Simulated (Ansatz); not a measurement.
TaAg (L1₀ or tetragonal B2, P4/mmm) at seven volumes, DFT-r²SCAN in the program Ansatz with PAW potentials, shape and atoms relaxed at each. One row is withheld.

```tsv
V (Å³/atom)	P (GPa)
15.722	19.47
16.240	11.82
16.758	?
17.276	0.00
17.795	-4.68
18.313	-8.63
18.831	-11.95
```

Q: Fit the shown pressures and predict the withheld one.

A: Third-order Birch–Murnaghan: P = (3/2)B₀(x^(7/2) − x^(5/2))[1 + (3/4)(B′ − 4)(x − 1)] with x = (V₀/V)^(2/3). Least squares on the six rows gives V₀ = 17.272 Å³/atom, B₀ = 167.7 GPa, B′ = 4.45. At V = 16.758, x = 1.0203 and P = 5.42 GPa. The run itself gave 5.45 GPa.

The start of the workflow was typed in or built on a structure type; neither database checked (COD, Materials Project) lists it. Whether it is the stable phase at ambient conditions was not checked. The cell was relaxed with r²SCAN under the symmetry of its start; its stability against distortions is not shown here. No spin polarisation was allowed. Its formation energy is positive at this level, so the cell may be metastable or incomplete. Scalar-relativistic: spin–orbit coupling is off unless named, which matters more the heavier the elements.

Potentials: the later of the program's two PAW sets.
